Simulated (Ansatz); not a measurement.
B$_{4}$C:
Space group Cm (No. 8); a = 8.752 Å, b = 5.594 Å, c = 5.045 Å, α = 90.00°, β = 118.81°, γ = 90.00°

```
atom  site  symmetry       x       y       z
----  ----  --------  ------  ------  ------
B       2a         m  0.0081  0.5000  0.1626
B       4b         1  0.3368  0.1609  0.5153
B       4b         1  0.1686  0.3376  0.4954
B       2a         m  0.1934  0.5000  0.8194
B       2a         m  0.3100  0.0000  0.1882
B       4b         1  0.4425  0.2543  0.3052
B       4b         1  0.0607  0.2433  0.7008
B       2a         m  0.4995  0.5000  0.0109
C       2a         m  0.4970  0.0000  0.8250
C       2a         m  0.3758  0.5000  0.1184
C       2a         m  0.1205  0.0000  0.8960
```
(The calculation used a cell of 15 atoms; values per cell refer to that cell.)

Relaxed with r²SCAN.

### Question
Give the optical modes at the zone centre with their infrared activity from DFPT, the program Ansatz at the r²SCAN level (PAW).

### Answer
Transverse frequencies, without the LO–TO term; a row sums one degenerate level.

```csv
ω (cm⁻¹),degeneracy,IR ((D/Å)²/amu),activity
391,1,5.62,IR
425,1,6.78,IR
444,1,0.30,IR
475,1,0.07,IR
492,1,0.16,IR
499,1,0.13,IR
515,1,0.08,IR
534,1,0.11,IR
541,1,0.10,IR
556,1,0.16,IR
570,1,0.03,IR
594,1,0.96,IR
625,1,0.74,IR
694,1,0.30,IR
703,1,0.00,IR-inactive
720,1,0.09,IR
722,1,4.48,IR
729,1,0.30,IR
736,1,0.88,IR
737,1,0.02,IR
766,1,0.06,IR
785,1,1.42,IR
805,1,0.03,IR
809,1,0.01,IR-inactive
818,1,0.06,IR
840,1,0.49,IR
840,1,0.13,IR
854,1,0.88,IR
865,1,0.12,IR
867,1,1.19,IR
887,1,1.09,IR
965,1,1.35,IR
1000,1,0.44,IR
1035,1,2.17,IR
1050,1,0.49,IR
1068,1,1.05,IR
1069,1,15.34,IR
1089,1,4.93,IR
1095,1,3.26,IR
1109,1,16.48,IR
1132,1,4.38,IR
1620,1,34.34,IR
```

### Question
How high does the top mode go among those that the LO–TO term moves?

### Answer
1647 cm⁻¹ for q along x, 1106 cm⁻¹ for q along y, 1623 cm⁻¹ for q along z.

The first step of the workflow began from a Materials Project structure, measured or hypothetical; the Crystallography Open Database copy checked does not list it. Its standing as an ambient phase is unchecked. The cell was relaxed with r²SCAN under the symmetry of its start; of distortions, only those at the zone centre were tested.

Potentials: the earlier of the program's two PAW sets.
